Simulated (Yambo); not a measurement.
Absorption of SiO₂ (space group R32, No. 155) with and without the electron-hole interaction (Yambo, PBEsol bands; 6×6×6 mesh, 11 valence and 3 conduction bands, static screening with 76 bands and a 3 Ry block, scissor 3.01 eV, Tamm-Dancoff; field along x). Axes are Cartesian, with cell vectors (Å) (3.98, 2.30, 2.62), (-3.98, 2.30, 2.62), (0.00, -4.59, 2.62).

| E (eV) | Im ε, BSE | Im ε, independent quasiparticles |
|---|---|---|
| 6.55 | 0.02 | 0.01 |
| 6.65 | 0.02 | 0.01 |
| 6.75 | 0.02 | 0.01 |
| 6.85 | 0.02 | 0.01 |
| 6.95 | 0.03 | 0.01 |
| 7.05 | 0.03 | 0.01 |
| 7.15 | 0.03 | 0.01 |
| 7.25 | 0.04 | 0.01 |
| 7.35 | 0.04 | 0.01 |
| 7.45 | 0.05 | 0.01 |
| 7.55 | 0.05 | 0.01 |
| 7.65 | 0.07 | 0.01 |
| 7.75 | 0.08 | 0.01 |
| 7.85 | 0.11 | 0.01 |
| 7.95 | 0.15 | 0.01 |
| 8.05 | 0.24 | 0.01 |
| 8.15 | 0.34 | 0.01 |
| 8.25 | 0.30 | 0.01 |
| 8.35 | 0.25 | 0.01 |
| 8.45 | 0.27 | 0.01 |
| 8.55 | 0.32 | 0.02 |
| 8.65 | 0.44 | 0.02 |
| 8.75 | 0.66 | 0.02 |
| 8.85 | 1.07 | 0.02 |
| 8.95 | 1.59 | 0.02 |
| 9.05 | 2.33 | 0.02 |
| 9.15 | 2.76 | 0.03 |
| 9.25 | 2.05 | 0.03 |
| 9.35 | 1.31 | 0.04 |
| 9.45 | 0.89 | 0.04 |
| 9.55 | 0.66 | 0.06 |
| 9.65 | 0.50 | 0.07 |
| 9.75 | 0.44 | 0.08 |
| 9.85 | 0.45 | 0.10 |
| 9.95 | 0.56 | 0.11 |
| 10.05 | 0.64 | 0.13 |
| 10.15 | 0.64 | 0.15 |
| 10.25 | 0.67 | 0.17 |
| 10.35 | 0.72 | 0.21 |
| 10.45 | 0.68 | 0.25 |
| 10.55 | 0.68 | 0.31 |
| 10.65 | 0.66 | 0.38 |
| 10.75 | 0.66 | 0.48 |
| 10.85 | 0.64 | 0.57 |
| 10.95 | 0.65 | 0.66 |
| 11.05 | 0.66 | 0.70 |
| 11.15 | 0.61 | 0.73 |
| 11.25 | 0.60 | 0.76 |
| 11.35 | 0.54 | 0.82 |
| 11.45 | 0.51 | 0.91 |
| 11.55 | 0.44 | 0.99 |
| 11.65 | 0.43 | 0.98 |
| 11.75 | 0.39 | 1.01 |
| 11.85 | 0.39 | 1.04 |
| 11.95 | 0.39 | 1.08 |
| 12.05 | 0.38 | 1.11 |
| 12.15 | 0.40 | 1.13 |
| 12.25 | 0.40 | 1.23 |

The scissor comes from a G0W0 run whose convergence isn't established. Broadening 0.15 eV. The band window holds all transitions up to 12.3 eV. Fine structure above the onset can come from the mesh.

Geometry of the Materials Project entry, not relaxed at this level; primitive cell a = b = c = 5.284 Å, α = β = γ = 97.60°.

This is not the ordinary phase of the substance; no match was found in the copy of COD used, and its stability was not checked.
